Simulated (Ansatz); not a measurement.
The start is a generated trial cell of TiAl3 in the D022 structure type. Cell shape, volume and atoms are optimised at zero target pressure with PBEsol (plane waves to 420 eV, PAW, scalar-relativistic; Ansatz, a first-principles code). The first steps use a coarse 12×12×12 k-mesh.

Initial structure:
```
TiAl3
1.0
   -1.92685     1.92685     4.29195
    1.92685    -1.92685     4.29195
    1.92685     1.92685    -4.29195
Al Ti
3 1
Direct
  0.50000   0.50000   0.00000
  0.75000   0.25000   0.50000
  0.25000   0.75000   0.50000
  0.00000   0.00000   0.00000
```

### Question
How large is the pressure on the unrelaxed cell, and of which sign?

### Answer
-2.5 GPa (negative: the cell is under tension).

### Question
How much energy is released per atom?

### Answer
Under 0.01 eV/atom.

### Question
How does the volume per atom move from start to end?

### Answer
-2.3 %, from 15.93 to 15.57 Å³/atom.

### Question
How do the shortest distances between atoms change?

### Answer
The closest pairs of elements (up to four, under 3.6 Å), start → end: Al–Al 2.72 → 2.70 Å; Al–Ti 2.72 → 2.70 Å.

### Question
Is the relaxed structure metallic? Give its gap.

### Answer
No gap (metallic).

### Question
What does it relax into? Give the structure.

### Answer

Space group I4/mmm (No. 139); a = 3.8163 Å, b = 3.8163 Å, c = 8.5506 Å, α = 90.00°, β = 90.00°, γ = 90.00°

```
atom  site  symmetry       x       y       z
----  ----  --------  ------  ------  ------
Al      2b     4/mmm  0.0000  0.0000  0.5000
Al      4d      -4m2  0.0000  0.5000  0.2500
Ti      2a     4/mmm  0.0000  0.0000  0.0000
```
(The calculation used a cell of 4 atoms; values per cell refer to that cell.)

The space group stays I4/mmm (No. 139) (the run could not lower it); the end is AFLOW prototype A3B_tI8_139_bd_a (D0_22, as in TiAl3), with 4 atoms in the primitive cell. Final values are on a 17×17×17 k-mesh of the relaxed cell. No spin polarisation in the result.

The run could not lose the symmetry of its start; a randomly shaken copy of 4 atoms returns to this structure.

All atoms sit on sites fixed by symmetry, so only the cell could relax.
